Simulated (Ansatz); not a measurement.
The start is a relaxed ZnInGaO4 cell shaken by Gaussian noise of σ = 0.08 Å a coordinate. The cell and all atomic positions are relaxed at zero pressure with r2SCAN (plane waves to 500 eV, PAW, scalar-relativistic; Ansatz, an electronic-structure program). The first steps use a coarse 8×8×8 k-mesh.

The start:
```
CELL_PARAMETERS angstrom
      1.65554     0.95582     8.58722
     -1.65554     0.95582     8.58722
      0.00000    -1.91165     8.58722
ATOMIC_POSITIONS crystal
  In 0.96286 0.04332 0.97797
  Ga 0.18122 0.23763 0.22396
  Zn 0.76518 0.77025 0.80435
  O  0.12540 0.13011 0.14182
  O  0.88659 0.90419 0.85169
  O  0.26893 0.28280 0.30997
  O  0.73946 0.69686 0.67164
```

```yaml
initial_pressure: "+2.5 GPa (positive: the cell is compressed)"
largest_initial_force: 2.25 eV/Å, on O5 (atoms numbered as listed)
energy_released: 65 meV/atom
relative_to_the_parent: It returns to the parent structure, R3m (No. 160)
band_gap_at_the_end: 1.77 eV, direct at Γ (no spin-orbit coupling)
optimiser_moves: 6
```

Relaxed structure:

Space group R3m, hexagonal axes (No. 160); a = b = 3.311 Å, c = 25.761 Å, α = β = 90.00°, γ = 120.00°

```tsv
atom	site	symmetry	x	y	z
In	3a	3m	0.0000	0.0000	0.9943
Ga	3a	3m	0.0000	0.0000	0.2102
Zn	3a	3m	0.0000	0.0000	0.7786
O	3a	3m	0.0000	0.0000	0.1339
O	3a	3m	0.0000	0.0000	0.8763
O	3a	3m	0.0000	0.0000	0.2860
O	3a	3m	0.0000	0.0000	0.7021
```
(The calculation used a cell of 7 atoms; values per cell refer to that cell.)

Final values are on a 12×12×12 k-mesh of the relaxed cell. No spin polarisation in the result.
